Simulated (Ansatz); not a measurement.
A generated cell, not matched to a known phase here, of LuI$_{3}$: Pm-3m (No. 221), cP4, ReO3 type; a = b = c = 5.8438 Å, α = β = γ = 90.00°; Lu 1a (0.000, 0.000, 0.000); I 3d (0.000, 0.000, 0.500). The numbers are results of PBEsol (plane waves to 420 eV, PAW, scalar-relativistic; Ansatz, a program for electronic structure), not measurements. Element references, the lowest calculated here: I (Cmce), Lu (P6₃/mmc, non-magnetic).

**Question.** Estimate the formation energy of this Pm-3m form of LuI3 from the elements that PBEsol returns for this input.

**Answer.** -1.15 eV/atom.

A lower structure of this composition may exist.

Static energies, no anion corrections, no zero-point energy. Values are rounded to 0.01 eV/atom. Not shown to be the ambient phase of their composition (a lower form may be missing, and a cell relaxed within its start's symmetry can be a saddle point): LuI3 (Pm-3m). Spin-orbit coupling is missing from these energies, which matters for elements this heavy. The compounds carry no spin polarisation.
